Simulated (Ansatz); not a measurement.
Mo (bcc (W type), Im-3m), a = b = c = 3.1504 Å, α = β = γ = 90.00°; the cell used has 1 atom.

Relaxed with r²SCAN.

Task: Which orbitals make up the states near the Fermi level in the program Ansatz at the r²SCAN level (PAW)?

Result: Within 0.5 eV of the Fermi level: Mo 4d 89 %, Mo 5s 5 %, outside the projected shells 5 %. Projections are on Löwdin-orthogonalised atomic valence shells; empty p or d shells of many metals are not among them.

Task: Tabulate the density of states.

Result: States/eV per cell of 1 atom, in 0.25 eV bins, energy from the Fermi level.

```
E (eV)  total  Mo 4d  Mo 5s  Mo 4p
------  -----  -----  -----  -----
-7.80    0.00   0.00   0.00   0.00
-7.55    0.02   0.00   0.02   0.00
-7.30    0.04   0.00   0.03   0.00
-7.05    0.05   0.00   0.04   0.00
-6.80    0.06   0.00   0.05   0.00
-6.55    0.08   0.00   0.07   0.00
-6.30    0.09   0.00   0.08   0.00
-6.05    0.11   0.01   0.09   0.00
-5.80    0.14   0.02   0.11   0.00
-5.55    0.39   0.23   0.14   0.01
-5.30    0.84   0.59   0.22   0.01
-5.05    0.99   0.74   0.22   0.01
-4.80    1.11   0.88   0.21   0.02
-4.55    1.36   1.13   0.19   0.02
-4.30    1.44   1.25   0.16   0.02
-4.05    1.22   1.08   0.11   0.02
-3.80    0.69   0.63   0.05   0.01
-3.55    1.14   1.11   0.01   0.01
-3.30    1.75   1.71   0.01   0.02
-3.05    1.81   1.76   0.01   0.02
-2.80    1.16   1.12   0.02   0.01
-2.55    0.96   0.90   0.04   0.01
-2.30    0.93   0.85   0.06   0.01
-2.05    1.39   1.23   0.11   0.02
-1.80    2.05   1.77   0.20   0.03
-1.55    1.22   1.05   0.11   0.02
-1.30    0.66   0.54   0.08   0.01
-1.05    0.54   0.44   0.07   0.01
-0.80    0.49   0.40   0.06   0.01
-0.55    0.48   0.39   0.05   0.01
-0.30    0.48   0.41   0.04   0.00
-0.05    0.53   0.47   0.03   0.00
0.20     0.73   0.66   0.03   0.00
0.45     0.88   0.81   0.03   0.00
0.70     0.95   0.89   0.02   0.00
0.95     1.03   0.98   0.02   0.00
1.20     1.23   1.18   0.02   0.00
1.45     1.25   1.22   0.01   0.00
1.70     1.28   1.25   0.01   0.00
1.95     1.43   1.41   0.01   0.00
2.20     1.32   1.29   0.01   0.00
2.45     1.86   1.81   0.03   0.00
2.70     2.20   2.10   0.07   0.00
2.95     1.02   0.91   0.08   0.00
3.20     0.82   0.70   0.09   0.00
3.45     0.71   0.59   0.09   0.00
3.70     0.65   0.53   0.09   0.00
3.95     0.61   0.49   0.09   0.00
4.20     0.46   0.34   0.09   0.00
4.45     0.35   0.23   0.10   0.00
4.70     0.29   0.16   0.10   0.00
```

Symmetry was held in the r²SCAN relaxation. The run is not spin-polarised. Scalar-relativistic: spin–orbit coupling is off unless named, which matters more the heavier the elements.

Potentials: the later of the program's two PAW sets.
